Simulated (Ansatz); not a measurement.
## Relaxing a structure of Sn

The start is a randomly generated symmetric cell of Sn (space group No. 166). Cell shape, volume and atoms are optimised at zero target pressure with PBE (plane waves to 420 eV, PAW, scalar-relativistic; Ansatz, an electronic-structure program). The first steps use a coarse 7×7×7 k-mesh.

Initial structure:
```
CELL_PARAMETERS angstrom
      2.97065     1.71511     3.00801
     -2.97065     1.71511     3.00801
      0.00000    -3.43021     3.00801
ATOMIC_POSITIONS crystal
  Sn 0.65760 0.65760 0.65760
  Sn 0.34240 0.34240 0.34240
  Sn 0.00000 0.00000 0.00000
```

**Question.** What pressure does the first self-consistent step give?

**Answer.** -2.4 GPa (negative: the cell is under tension).

**Question.** By how much does the energy per atom fall from start to end?

**Answer.** 0.06 eV/atom.

**Question.** How does the volume change?

**Answer.** -7.2 %, from 30.65 to 28.46 Å³/atom.

**Question.** How do the shortest distances between atoms change?

**Answer.** The closest pairs of elements (up to four, under 3.6 Å), start → end: Sn–Sn 2.84 → 3.08 Å.

**Question.** What band gap does the relaxed structure have at this level?

**Answer.** No gap (metallic).

Final values are on a 16×16×15 k-mesh of the relaxed cell. No spin polarisation in the result.

The run could not lose the symmetry of its start, so the end can be a saddle point.

The relaxed structure here is a generated cell of Sn: the first start was made by a random draw of sites in a space group, and the end was not matched to a known phase here, so it may be hypothetical. Known forms of Sn include space group No. 141, 227.
